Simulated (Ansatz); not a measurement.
# Computed properties of NbCd3

```
CELL_PARAMETERS angstrom
4.31977 0.00000 0.00000
0.00000 4.31977 0.00000
0.00000 0.00000 4.31977
ATOMIC_POSITIONS crystal
Nb 0.00000 0.00000 0.00000
Cd 0.50000 0.50000 0.00000
Cd 0.50000 0.00000 0.50000
Cd 0.00000 0.50000 0.50000
```

Atoms are numbered in the order listed.

The cell is the one relaxed in the Materials Project (mp-11309), not relaxed further here; entries there can be hypothetical.

Spin polarisation is left out, and whether a magnetic state lies lower isn't shown here.

Levels of theory: DFT, PBEsol, all-electron LAPW, scalar-relativistic (Ansatz 0.2.0); DFT, PBEsol, PAW with Ansatz's default frozen-core files, scalar-relativistic (Ansatz 0.2.0).

For LAPW: a Γ-centred 9×9×9 k mesh, Fermi–Dirac smearing of 0.03 eV, basis error target 0.5 meV/atom, no spin polarisation. PAW takes a cutoff of 420 eV at this cell (files made with PBE, cores remade for this functional). The Ansatz runs share mesh, smearing and spin set-up. Values come from LAPW unless marked.

| Item | Value |
| --- | --- |
| Bader charges (from the PAW run) | Nb1 +0.70, Cd2 -0.23 e |
| Band gap | none: with an odd electron count and no spin polarisation the bands can't all be full, a metal in this set-up (spin order or a larger cell could open a gap) |
| Density of states at the Fermi level (0.2 eV bin) | 1.77 states/eV per cell |
| Volume per atom | 20.15 Å³ |

Task: Pressure at this cell: what does the calculation give?

Result: -5.95 GPa.

Task: Give the computed value. Löwdin charges (with 1.31 e of the cell spilling out of the atomic basis, so their sizes and signs hang on that basis).

Result: Nb1 -1.11, Cd2 0.81 e.
